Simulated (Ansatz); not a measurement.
Polymorphs of SiW, each relaxed with DFT-PBE in the program Ansatz with PAW potentials:

A: P-6m2, a = 3.144 Å, b = 3.144 Å, c = 3.517 Å, α = 90.00°, β = 90.00°, γ = 120.00°

B: rock salt (Fm-3m), a = 5.0256 Å, b = 5.0256 Å, c = 5.0256 Å, α = 90.00°, β = 90.00°, γ = 90.00°

C: I4_1md, a = 3.3667 Å, b = 3.3667 Å, c = 10.7224 Å, α = 90.00°, β = 90.00°, γ = 90.00°

D: CsCl type (Pm-3m), a = b = c = 3.056 Å, α = β = γ = 90.00°

E: P6/mmm, a = 5.365 Å, b = 5.365 Å, c = 4.218 Å, α = 90.00°, β = 90.00°, γ = 120.00°

F: NiAs type (P6_3/mmc), a = b = 3.134 Å, c = 7.055 Å, α = β = 90.00°, γ = 120.00°

Problem. Order them by energy per atom at 0 K (lowest first) at the level PBE.

Solution. C (+0 meV/atom), F (+17 meV/atom), A (+22 meV/atom), D (+233 meV/atom), E (+263 meV/atom), B (+683 meV/atom)

Constructed cells (a structure type filled with these elements, in neither database checked): A; B; C; D; E; F. All cells were relaxed under the symmetry of their starts (and spin orders); stability against distortions was not tested throughout. Rows with no word on spin ran without spin polarisation. Spin–orbit coupling is left out wherever it is not named.

Energies hold the estimated change up to a 700 eV cutoff; steps of a few meV lie near the error of the meshes.

Potentials: the later of the program's two PAW sets.
